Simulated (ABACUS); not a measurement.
ABACUS run on CdGeAs₂ (P1, 8 atoms in the cell; from Materials Project mp-4953, changed as shown): self-consistent single point.

All values come from this method and carry its errors: ABACUS with PBEsol, numerical atomic orbitals SZP (confined pseudo-atomic orbitals with Gaussian additions; energy shift 0.01 Ry), PseudoDojo 0.4 standard norm-conserving PBEsol (tails mended) pseudopotentials.

The change in words: atoms moved at random. Reference geometry (I-42d):
```xyz
8
Lattice="-2.9889 2.9889 5.6643 2.9889 -2.9889 5.6643 2.9889 2.9889 -5.6643" Properties=species:S:1:pos:R:3 pbc="T T T"
Cd     2.9889     0.0000     2.8321
Cd     0.0000     0.0000     5.6643
Ge     0.0000     0.0000     0.0000
Ge     0.0000     2.9889     2.8321
As     1.3224     4.4833     1.4161
As     1.4944     1.6665     4.2482
As     1.6665    -1.4944     7.0804
As     1.4944     1.3224    -1.4161
```

Reference input (self-consistent single point, DFT, PBEsol, numerical atomic orbitals SZP (confined pseudo-atomic orbitals with Gaussian additions; energy shift 0.01 Ry), PseudoDojo 0.4 standard norm-conserving PBEsol (tails mended) pseudopotentials): basis = SZP numerical atomic orbitals, energy shift 0.01 Ry; KPT = MP 5 5 5 0 0 0; basis_type = lcao; ecutwfc = 100 Ry; smearing_method = fd; smearing_sigma = 0.00734986 Ry; potentials = PseudoDojo 0.4 standard norm-conserving PBEsol (tails mended); symmetry = 1; symmetry_prec = 1e-05; ks_solver = scalapack_gvx; scf_nmax = 100; scf_thr = 1.0e-07. This run's input differs from it in these lines:

```diff
@@ -45,4 +45,4 @@
 2
-   0.2500000000    0.7500000000    0.5000000000
-   0.5000000000    0.5000000000    0.0000000000
+   0.2601250000    0.7554010000    0.5115330000
+   0.4987840000    0.4934600000   -0.0079430000
 
@@ -51,4 +51,4 @@
 2
-   0.0000000000    0.0000000000    0.0000000000
-   0.7500000000    0.2500000000    0.5000000000
+  -0.0075140000    0.0084320000    0.0026690000
+   0.7410920000    0.2412310000    0.4889770000
 
@@ -57,6 +57,6 @@
 4
-   0.8750000000    0.3462200000    0.9712200000
-   0.6537800000    0.6250000000    0.5287800000
-   0.3750000000    0.9037800000    0.0287800000
-   0.0962200000    0.1250000000    0.4712200000
+   0.8695670000    0.3428470000    0.9695890000
+   0.6519460000    0.6249810000    0.5318270000
+   0.3768620000    0.9134960000    0.0329400000
+   0.1091390000    0.1201520000    0.4704080000
 # file: KPT
```

Output, abridged:

```
 SELF-CONSISTENT
 -------------------------------------------

                  longest orb rcut (Bohr) = 7
   longest nonlocal projector rcut (Bohr) = 1.94
                     search radius (Bohr) = 17.9

                          real space grid = [ 90, 90, 90 ]
                                 init_chg = atomic

 LCAO ALGORITHM --------------- ION=   1  ELEC=   1--------------------------------

 Density error is 0.0306981067731
 E_KohnSham     -1904.8431200621     -25916.7202289422
 E_Fermi        0.6376935856         8.6762663424

 LCAO ALGORITHM --------------- ION=   1  ELEC=   2--------------------------------

   [... lines left out ...]

   [... 6 blocks of this kind left out ...]

 LCAO ALGORITHM --------------- ION=   1  ELEC=   9--------------------------------

 Density error is 1.42714156058e-07
 E_KohnSham     -1904.8697901648     -25917.0830943053
 E_Fermi        0.6497417624         8.8401901967

 LCAO ALGORITHM --------------- ION=   1  ELEC=  10--------------------------------

 Density error is 4.90165493982e-08
 E_KohnSham     -1904.8697901647     -25917.0830943046
 E_KS(sigma->0) -1904.8695508926     -25917.0798388404
 E_entropy(-TS) -0.0004785442        -0.0065109283
 E_Fermi        0.6497418477         8.8401913582
 charge density convergence is achieved
 final etot is -25917.083094 eV
 EFERMI = 8.8401913582 eV

 STATE ENERGY(eV) AND OCCUPATIONS    NSPIN == 1
   [... 74 lines left out ...]

 TOTAL-FORCE (eV/Angstrom)
                       Cd1        -0.2585261417        -0.3465269917        -0.2838014413
                       Cd2         0.6751085470        -0.0140256258         0.0432124324
                       Ge1        -0.8535310287         0.3351331774         0.0710460725
                       Ge2         0.3284451129         1.0854630026         0.8407407536
                       As1         0.6267496072        -0.1068020728         0.8311202734
                       As2        -0.3606790324        -0.2389944745         0.3203988550
                       As3        -0.8299715317        -0.5527930224        -1.0363749150
   [... lines left out ...]

 TOTAL-STRESS (KBAR)
        19.2432315978         6.3568707638         6.6757545037
         6.3568707638        19.9311047492        -0.5767243249
         6.6757545037        -0.5767243249        16.4221440354
 TOTAL-PRESSURE: 18.532160 KBAR

 --------------------------------------------
 !FINAL_ETOT_IS -25917.0830943045657477 eV
 --------------------------------------------
```

The run converged in 10 iterations. Against the reference run the free energy goes up by 24.6 meV/atom, the pressure goes from 1.51 to 1.85 GPa and the largest force goes from 0.386 to 1.438 eV/Å.

The atom-centred basis is finite, which shifts total energies, pressures and forces against plane waves. Forces above 1 eV/Å remain at this geometry, of which the finite basis can carry a part. A single-zeta basis is rough, for pressures and forces above all. The structure comes from a collection of computed structures, made at another level of theory; the collection holds predicted forms beside known ones. No clean gap shows at this smearing width and mesh (spacing up to 0.30 Å⁻¹); the mesh is coarse for partly filled bands, so the values carry mesh errors. Semi-local functionals can close small gaps.

Cost on one core: about 60 core-seconds (a rough figure).

The atomic orbitals were generated for these runs; they are not ABACUS's published sets and were checked against plane waves on a few crystals only.

“Tails mended”: in these copies of the files the far tail of each local potential was reset to the Coulomb form.
